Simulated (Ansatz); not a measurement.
## CsCl-type CeC

The computed numbers are results of PBEsol, scalar-relativistic (no spin polarisation) in the plane-wave PAW code Ansatz at 420 eV, 10×10×10 k-mesh, Gaussian smearing of 0.05 eV; PAW files: Ansatz's generated set soft_2.

```xyz
2
Lattice="3.0552 0.0000 0.0000 0.0000 3.0552 0.0000 0.0000 0.0000 3.0552" Properties=species:S:1:pos:R:3 pbc="T T T"
Ce    0.0000    0.0000    0.0000
C     1.5276    1.5276    1.5276
```

This is a trial structure made by placing the elements on a prototype's sites, so it needn't be the stable form.

The cell is relaxed to zero pressure at this level.

Path: Γ–X–M–Γ–R–X | R–M, with Γ = (0.000, 0.000, 0.000), X = (0.000, 0.500, 0.000), M = (0.500, 0.500, 0.000), R = (0.500, 0.500, 0.500) in reciprocal vectors of the calculation's cell.

Is it a metal or an insulator, and if it has a gap, where are the band edges on this path?

A metal: bands cross the Fermi level.

Levels between -3 and 5 eV from the Fermi level at the path's named points:
```tsv
point	below E_F (eV)	above E_F (eV)
Γ	-1.25 -1.25	0.28 0.28 0.28 0.97 0.97 0.97 1.50 3.15 3.15 3.15
X	-0.64 -0.64	0.05 0.36 0.87 1.09 1.09 1.33 1.62 1.62
M	-1.00 -1.00 -0.22	1.16 1.16 1.20 1.60 1.65 1.96 1.96 3.56 4.38 4.38 4.99
R		1.06 1.06 1.06 1.50 1.50 1.50 1.85
```

These numbers lack spin–orbit coupling. Spin polarisation wasn't allowed in this run, so with an open shell this may not be the ground state. A displaced or strained copy of the relaxed cell lay 0.6 meV/atom lower, so on this mesh the structure isn't a minimum; in a metal a finer mesh can change so small a difference.
